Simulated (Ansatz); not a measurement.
Values for one crystal, relaxed and computed with r²SCAN in the plane-wave PAW code Ansatz; other levels are named.

| Quantity | Value |
|---|---|
| Volume per atom | 20.12 Å³ |
| Electronic character | metallic (no gap) |
| Bulk modulus (Birch–Murnaghan fit) | 103 GPa |
| Pressure derivative B′ | 4.8 |
| Density of states at the Fermi level | 0.66 states/eV per atom (mean over ±0.08 eV) |
| Formation energy from the elements (no fitted shifts) | -0.018 eV/atom |

Problem. Which compound is it?
A) VSn2, Fddd (V on 16g, Sn on 16f, Sn on 16g)
B) Sn2Pt, fluorite or antifluorite type
C) Li3Sn, Fm-3m (Li on 8c, Li on 4b, Sn on 4a)
D) BaSn3Au, I4mm (Ba on 2a, Au on 2a, Sn on 2a, Sn on 4b)

Solution. A, VSn2, Fddd (V on 16g, Sn on 16f, Sn on 16g)

The first step of the workflow began from a Materials Project structure, measured or hypothetical; the Crystallography Open Database files this formula in space group No. 70, but the cells were not matched. Its standing as an ambient phase is unchecked. Symmetry was held in the r²SCAN relaxation; whether a distortion lowers the energy is not shown. The run is not spin-polarised. The references are the lowest solids computed at this level, not always the standard phases. Scalar-relativistic: spin–orbit coupling is off unless named, which matters more the heavier the elements.

Potentials: the later of the program's two PAW sets.
